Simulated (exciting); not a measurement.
# NbW: energy against volume and a worked fit

Symmetry: Fm-3m, No. 225, cubic system. The conventional cell has a = 5.347 Å, b = 5.347 Å, c = 5.347 Å, α = 90.00°, β = 90.00°, γ = 90.00°. Nb (site symmetry m-3m) is surrounded by 6 W at 2.67 Å. W (site symmetry m-3m) is surrounded by 6 Nb at 2.67 Å.

The cell was scaled at fixed shape and fractions and run with exciting, all-electron LAPW+lo, shipped species files, valence relativity iora*; PBEsol, k mesh 9 × 9 × 9 on the cell of 2 atoms, fermi-dirac occupations of 0.05 eV, no spin polarisation, no spin-orbit coupling. Energies are those that the program minimises, any entropy of the smearing included. For a metal such a mesh isn't converged to the digits shown.

```tsv
V (Å³/atom)	energy over the lowest row (meV/atom)
17.9582	12.81
18.3403	?
18.7224	0.00
19.1045	7.18
19.4866	22.62
19.8687	44.48
20.2507	73.29
```

Fit the third-order Birch-Murnaghan form, give V0, B0 and B′, and predict the energy left open.

With y = (V0/V)^(2/3), E = E0 + (9 V0 B0/16) [(y - 1)³ B′ + (y - 1)² (6 - 4y)]. Least squares through the rows shown give V0 = 18.5926 Å³/atom, E0 = -0.52 meV, B0 = 185.6 GPa (1 eV/Å³ = 160.218 GPa) and B′ = 4.24, with a largest miss of 0.20 meV, so B0 and B′ are loose. At V = 18.3403 the form with these constants gives 1.51 meV; the run gave 1.41 meV an atom.
